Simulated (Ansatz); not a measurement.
A generated cell, not matched to a known phase here, of Cs2Os(OF2)2: C2/m (No. 12), mS18; a = 10.569 Å, b = 6.315 Å, c = 5.011 Å, α = 90.00°, β = 90.80°, γ = 90.00°; Cs 4i (0.165, 0.500, 0.298); Os 2a (0.000, 0.000, 0.000); O 4i (0.130, 0.000, 0.218); F 8j (0.420, 0.269, 0.205). All values below come from PBEsol (plane waves to 420 eV, PAW, scalar-relativistic; Ansatz, a quantum-chemistry and plane-wave program). Element references, the lowest calculated here: Cs (Im-3m), Os (P6₃/mmc), O (C2/m, ferromagnetic, forced by one molecule a cell; α-O2 is antiferromagnetic), F (R-3m, a generated molecular cell); gases are represented by their molecular solids.

Total energies (eV/atom, σ → 0; comparable only within this code, potentials and settings):

| phase | E (eV/atom) |
|---|---|
| Cs2Os(OF2)2 (C2/m) | -2972.056 |
| Cs (Im-3m) | -5585.796 |
| Os (P6₃/mmc) | -11251.061 |
| O (C2/m) | -558.291 |
| F (R-3m) | -797.657 |
| OsO2 (P4₂/mnm) | -4123.523 |

**Question.** What is the formation energy of this C2/m form of Cs2Os(OF2)2 from the elements?

**Answer.** E_f = -2972.056 − [2 × (-5585.796) + 1 × (-11251.061) + 2 × (-558.291) + 4 × (-797.657)] / 9 = -2.07 eV/atom (-18.6 eV per formula unit).

A lower structure of this composition may exist, and whether it forms at all is not checked here.

Static energies, no anion corrections, no zero-point energy. Values are rounded to 0.01 eV/atom. Not shown to be the ambient phase of their composition (a lower form may be missing, and a cell relaxed within its start's symmetry can be a saddle point): Cs2Os(OF2)2 (C2/m). Spin-orbit coupling is missing from these energies, which matters for elements this heavy. The compounds carry no spin polarisation. The d or f electrons are treated with no Hubbard U.
